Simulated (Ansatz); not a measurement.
## OsFI (Janus 1T monolayer) from LDA to hybrids

All numbers come from Ansatz 0.2.0. All values are calculated for a non-magnetic cell, which may be hypothetical.

A free-standing Janus 1T monolayer of OsFI, relaxed with r2SCAN. In-plane lattice: a = 3.770 Å, b = 3.770 Å, γ = 120.0°; thickness between the outer nuclei 2.25 Å. Os is surrounded by 3 F at 2.39 Å and 3 I at 2.52 Å; F is surrounded by 3 Os at 2.39 Å; I is surrounded by 3 Os at 2.52 Å.

```cif
data_structure
_symmetry_space_group_name_H-M 'P 1'
_symmetry_Int_Tables_number 1
_cell_length_a 3.7703
_cell_length_b 3.7703
_cell_length_c 29.5274
_cell_angle_alpha 90.000
_cell_angle_beta 90.000
_cell_angle_gamma 120.000
_cell_volume 363.51
loop_
_atom_site_label
_atom_site_type_symbol
_atom_site_fract_x
_atom_site_fract_y
_atom_site_fract_z
_atom_site_occupancy
Os1 Os 0.00000 0.00000 0.30785 1
F1 F 0.33333 0.66667 0.34137 1
I1 I 0.66667 0.33333 0.26518 1
```
Periodic in the plane only; c spans the vacuum.

Relaxed lattice by functional, symmetry kept:
```csv
functional,k mesh,a (Å),thickness (Å)
PBE,12×12×1,3.802,2.26
r2SCAN,12×12×1,3.770,2.25
PBEsol,12×12×1,3.747,2.24
LDA,12×12×1,3.719,2.20
```

On this one geometry the levels give:
```
  level   k mesh  gap (eV)      kind                       edges  least direct gap (eV)        rough cost
    LDA  12×12×1      1.29  indirect              K–Γ (0.75) → K                   1.46   40 core-seconds
    PBE  12×12×1      1.38  indirect              K–Γ (0.75) → K                   1.56   60 core-seconds
PBE+SOC  12×12×1      1.12  indirect  Γ–M (0.33) → (1/4, 1/3, 0)                   1.19    5 core-minutes
 r2SCAN  12×12×1      1.69  indirect              K–Γ (0.75) → K                   1.92  100 core-seconds
  HSE06    6×6×1      2.56  indirect              K–Γ (0.75) → K                   2.75   20 core-minutes
   PBE0    6×6×1      3.32  indirect              K–Γ (0.75) → K                   3.51   19 core-minutes
```
PBE: smearing of 0.02 eV; the others have fixed occupations.
Wave cutoffs: 420 eV, 500 eV (r2SCAN).
Points off the special ones are mesh points or PBE's searched band edges, reused at the other levels.
Costs come from shared machines and give only the order; PBE's includes the band path. The runs had 4 threads of Arm Neoverse N1, with other jobs on the host.

With HSE06 the valence top lies at K–Γ (0.75 of the way from K) and the conduction bottom at K, 2.56 eV higher; the smallest vertical gap, at K, is 2.75 eV. Spin-orbit coupling changes the PBE gap by -0.259 eV, to 1.12 eV.

r2SCAN covers 26 % of the step from PBE to HSE06, while HSE06 needs about 12 times r2SCAN's rough cost (on a coarser mesh). Spin-orbit coupling moves the least or the direct gap by up to 0.37 eV, so it has to be included where a tenth of an eV counts. Among these functionals the gap stays indirect.

Only the levels marked +SOC include spin-orbit coupling.

For some runs the program warns that the potential is rough where the density is thin, which bears on empty states near the vacuum.
